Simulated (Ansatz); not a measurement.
How the vibrations of TiAl₂ change with volume

Theory: DFT LDA, scalar-relativistic, plane waves, PAW (Ansatz). Plane waves to 420 eV; Γ-centred k mesh 10×10×10; Fermi-Dirac smearing of 0.15 eV. No spin polarisation. Phonons by linear response, acoustic sum rule imposed.

Equilibrium structure at this level:
```yaml
crystal:
  lattice:
    - [1.93514, -5.97825, 0.00000]
    - [1.93514, 5.97825, 0.00000]
    - [0.00000, 0.00000, 3.92661]
  atoms:
    - { symbol: Ti, position: [0.65611, 0.34389, 0.00000] }
    - { symbol: Ti, position: [0.34389, 0.65611, 0.00000] }
    - { symbol: Al, position: [0.00000, 0.00000, 0.00000] }
    - { symbol: Al, position: [0.82700, 0.17300, 0.50000] }
    - { symbol: Al, position: [0.17300, 0.82700, 0.50000] }
    - { symbol: Al, position: [0.50000, 0.50000, 0.50000] }
```

In a metal, frequencies depend on the k mesh and the smearing, soft modes most.

Cells at 0.98 and 1.02 times the equilibrium volume were relaxed in shape and atoms; γ = −d ln ν / d ln V, modes matched by rank.

(1) Give the optical frequencies at Γ (cm⁻¹) at the three volumes and the mode Grüneisen parameters.

(2) What pressures hold the two strained cells, and what bulk modulus follows?

Results:

(1)
```
0.98 V    V  1.02 V     γ  degeneracy
   230  223     217  1.44           1
   243  236     229  1.44           1
   247  240     233  1.54           1
   253  246     238  1.51           1
   255  247     239  1.58           1
   270  262     254  1.54           1
   296  287     278  1.54           1
   303  294     286  1.40           1
   322  312     302  1.56           1
   324  314     304  1.56           1
   330  320     310  1.56           1
   347  336     325  1.58           1
   356  345     335  1.56           1
   373  362     350  1.58           1
   374  362     351  1.61           1
```

(2) 2.52 GPa at 0.98 V and -2.28 GPa at 1.02 V, so B = −dP/d ln V ≈ 120 GPa.